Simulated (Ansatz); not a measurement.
One crystal and one scan (scan of one atom of the cell) at two levels, PBE (plane waves to 420 eV, PAW, scalar-relativistic; Ansatz, a quantum-chemistry and plane-wave program) and PBEsol (plane waves to 420 eV, PAW, scalar-relativistic; Ansatz), each from its own relaxed cell and on its own mesh.

The crystal is Cu (fcc, Cu type); one Cu atom of a 4-atom cell moves by s along Cartesian x, with its periodic images.

The energy includes the smearing's −TS. Cu is run without spin polarisation. Cu was relaxed with its symmetry unable to fall. The PAW data are Ansatz's earlier set. With partly filled bands, energies and forces of such displacements shift with the k mesh and the smearing.

```tsv
quantity	run 1	run 2
Lattice constant a (Å)	3.629	3.563
Force constant k = d²E/ds² at s = 0 (finite differences) (eV/Å²)	6.65	7.72
```

Problem. Which run is which level?

Solution. Run 1 is PBE, run 2 is PBEsol. PBE gives the higher value for: lattice constant a. PBE gives the lower value for: force constant k = d²E/ds² at s = 0. Both give the same shape of the curve: a single well with its minimum at or next to zero displacement.

(A displaced cell: forces are minus the slopes of the energy, force constants its curvatures, and phonons follow from these.)
